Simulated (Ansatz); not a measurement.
A geometry of Bi2Se3 away from equilibrium: step 2 of the relaxation of a relaxed Bi2Se3 cell with every coordinate shifted by Gaussian noise of σ = 0.1 Å. The numbers are results of r2SCAN (plane waves to 500 eV, PAW, scalar-relativistic; Ansatz, an electronic-structure program), not measurements. Γ-centred k-mesh 7×7×7 on the run's cell (coarser than for final values), Fermi–Dirac smearing 0.05 eV.

```yaml
crystal:
  lattice:
    - [2.09788, 1.27904, 10.08112]
    - [-2.06600, 1.29280, 10.07287]
    - [0.02785, -2.34056, 10.04935]
  atoms:
    - { symbol: Bi, position: [0.37890, 0.38988, 0.43158] }
    - { symbol: Bi, position: [0.59618, 0.61720, 0.59879] }
    - { symbol: Se, position: [0.99255, 0.96506, 0.05055] }
    - { symbol: Se, position: [0.21295, 0.20030, 0.23534] }
    - { symbol: Se, position: [0.76293, 0.75052, 0.83883] }
```

Which atoms carry the largest force, and which way does it point?

0.65 eV/Å, on Se4 (atoms numbered as listed); on Se4 its components are (-0.04, 0.08, 0.64).

What is the pressure?

-0.8 GPa, compression positive.

No spin polarisation in the result.
